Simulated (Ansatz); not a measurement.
VCu₃Se₄:
```yaml
crystal:
  lattice:
    - [5.66392, 0.00000, 0.00000]
    - [0.00000, 5.66392, 0.00000]
    - [0.00000, 0.00000, 5.66392]
  atoms:
    - { symbol: V, position: [0.00000, 0.00000, 0.00000] }
    - { symbol: Cu, position: [0.00000, 0.50000, 0.00000] }
    - { symbol: Cu, position: [0.50000, 0.00000, 0.00000] }
    - { symbol: Cu, position: [0.00000, 0.00000, 0.50000] }
    - { symbol: Se, position: [0.23667, 0.23667, 0.23667] }
    - { symbol: Se, position: [0.23667, 0.76333, 0.76333] }
    - { symbol: Se, position: [0.76333, 0.76333, 0.23667] }
    - { symbol: Se, position: [0.76333, 0.23667, 0.76333] }
```

Relaxed with HSE06. Special points in fractions of this cell's reciprocal vectors: Γ (0.000, 0.000, 0.000); X (0.000, 0.500, 0.000); M (0.500, 0.500, 0.000); R (0.500, 0.500, 0.500).

Problem. List the band energies nearest the valence-band maximum at these points for DFT-HSE06 in the program Ansatz with PAW potentials.

Solution. In eV from the valence-band maximum; about four levels below and three above (degenerate sets whole), none deeper than 8.9 eV; points with the same levels are listed once.

| k | below | above |
|---|---|---|
| Γ | -1.74 -1.74 -1.74 -0.92 -0.92 -0.92 | 1.87 1.87 2.54 2.54 2.54 |
| X | -1.84 -1.72 -0.70 -0.70 | 1.77 2.06 2.12 |
| M | -1.91 -1.07 -1.07 -0.13 | 1.94 2.02 2.48 |
| R | -2.03 -2.03 0.00 0.00 0.00 | 2.46 2.46 2.72 2.72 2.72 |

Space group P-43m. The first step of the workflow began from a Materials Project structure, measured or hypothetical; the Crystallography Open Database copy checked does not list it. Its standing as an ambient phase is unchecked. Symmetry was held in the HSE06 relaxation; its stability against distortions is not shown here. No spin polarisation was allowed. The hybrid was solved on a coarse mesh, the path and, where they were found, the r²SCAN edge points; its band edges are the extreme levels among these. Scalar-relativistic: spin–orbit coupling is off unless named, which matters more the heavier the elements.

Potentials: the later of the program's two PAW sets.
